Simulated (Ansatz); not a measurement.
Space group Pm-3m (No. 221). a = 3.885 Å, b = 3.885 Å, c = 3.885 Å, α = 90.00°, β = 90.00°, γ = 90.00°
```tsv
atom	site	symmetry	x	y	z
Ba	1a	m-3m	0.0000	0.0000	0.0000
Fe	1b	m-3m	0.5000	0.5000	0.5000
O	3c	4/mm.m	0.5000	0.5000	0.0000
```

Equation of state of this BaFeO3 structure (not necessarily the ground state), with shape and atoms relaxed at each volume where symmetry leaves them free. It has no gap at any of these volumes. Theory: DFT PBEsol, scalar-relativistic, plane waves, PAW in Ansatz.

Cutoff 420 eV; k points 10×10×10 on the computed 5-atom cell (Γ-centred); Gaussian smearing, width 0.10 eV; collinear spin.

| V (Å³/atom) | E − E(largest V) (meV/atom) | P (GPa) |
| --- | --- | --- |
| 10.317 | 61.73 | 28.60 |
| 10.669 | 8.66 | 19.66 |
| 11.021 | -26.00 | 11.98 |
| 11.373 | -45.02 | 5.45 |
| 11.724 | -50.73 | -0.03 |
| 12.076 | -45.37 | -4.62 |
| 12.428 | -30.70 | -8.38 |
| 12.897 | 0.00 | -12.32 |

Task: Fit a third-order Birch–Murnaghan equation to E(V).

Result: V0 = 11.72 Å³/atom, B0 = 167 GPa, B0' = 4.9.

Spin-orbit coupling is left out, which matters for the bands of heavy elements. The cell holds one magnetic atom, so it can only be ferromagnetic; an antiferromagnetic order may lie lower.

Symmetry holds off the tilts and polar distortions that many cubic perovskites undergo.